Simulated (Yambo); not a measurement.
CdTe (zinc blende, space group F-43m, No. 216); a = 4.589 Å, b = 4.589 Å, c = 4.589 Å, α = 60.00°, β = 60.00°, γ = 60.00°. With the G0W0 scissor the direct gap on the mesh is 1.49 eV.

Problem. Does this run resolve the lowest exciton, and if so, what are its energy and binding? (Yambo, PBEsol bands; 6×6×6 mesh, 6 valence and 4 conduction bands, static screening with 88 bands and a 4 Ry block, scissor 1.12 eV, Tamm-Dancoff.)

Solution. No. The lowest state covers only about 1 of the 216 k points, so the mesh doesn't resolve it: its energy and its distance from the direct gap are mesh artefacts. An extended exciton needs a far denser mesh. The scissor comes from a G0W0 run whose convergence isn't established. 

The standard potential for Te keeps a d shell in the valence without the s and p states of that shell. In tests on such compounds this moved G0W0 gaps by up to about 0.9 eV, so absolute quasiparticle energies here are unreliable; differences between settings are what counts.

Spin-orbit coupling is included.

Geometry relaxed with PBEsol.
